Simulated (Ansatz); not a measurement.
Relaxed-ion elastic tensor of TaN (rock salt, space group No. 225) in GPa (Voigt order), LDA in the plane-wave PAW code Ansatz; density 15.75 g/cm³, 10.28 Å³ per atom.

```json
[
 {"": "1", "1": "838", "2": "145", "3": "145", "4": "0.0", "5": "0.0", "6": "0.0"},
 {"": "2", "1": "145", "2": "838", "3": "145", "4": "0.0", "5": "0.0", "6": "0.0"},
 {"": "3", "1": "145", "2": "145", "3": "838", "4": "0.0", "5": "0.0", "6": "0.0"},
 {"": "4", "1": "0.0", "2": "0.0", "3": "0.0", "4": "72.1", "5": "0.0", "6": "0.0"},
 {"": "5", "1": "0.0", "2": "0.0", "3": "0.0", "4": "0.0", "5": "72.1", "6": "0.0"},
 {"": "6", "1": "0.0", "2": "0.0", "3": "0.0", "4": "0.0", "5": "0.0", "6": "72.1"}
]
```

Problem. Is the crystal mechanically stable?

Solution. Yes: the smallest eigenvalue of C is 72.1 GPa.

Problem. Work out the Voigt, Reuss and Hill averages.

Solution. K_V = 376, K_R = 376, K_H = 376; G_V = 182, G_R = 106, G_H = 144 GPa.

Problem. Give Young's modulus, Poisson's ratio, Pugh's ratio and the universal anisotropy index.

Solution. E = 9KG/(3K + G) = 382 GPa; ν = 0.33; K/G = 2.61 (ductile by the Pugh limit of 1.75); A_U = 5G_V/G_R + K_V/K_R − 6 = 3.62.

Problem. Estimate the sound speeds and the Debye temperature.

Solution. v_l = √((K + 4G/3)/ρ) = 6000 m/s, v_t = √(G/ρ) = 3020 m/s, mean 3390 m/s; Θ = (h/k)(3n/4πV)^(1/3) v_m = 464 K.

Problem. Give the Zener ratio and Young's modulus along [100], [110] and [111].

Solution. A = 2C44/(C11 − C12) = 0.21; 1/E = S11 − 2(S11 − S12 − S44/2)Γ with Γ = 0, 1/4, 1/3 gives 795, 250, 203 GPa.

Problem. Solve the Christoffel equation for the three sound speeds along [100], [110], [111].

Solution. Eigenvalues of C_ijkl n_j n_l equal ρv². In km/s, slowest first: [100] 2.14, 2.14, 7.29; [110] 2.14, 4.69, 5.98; [111] 4.02, 4.02, 5.47.

Space group Fm-3m (rock salt). The LDA relaxation kept the symmetry of its start; of distortions, only those at the zone centre were tested. No spin polarisation was allowed. As this level gives no gap, shear constants depend on the k-mesh and smearing (Fermi–Dirac, 0.1 eV here). Spin–orbit coupling is left out wherever it is not named.

Potentials: the later of the program's two PAW sets.
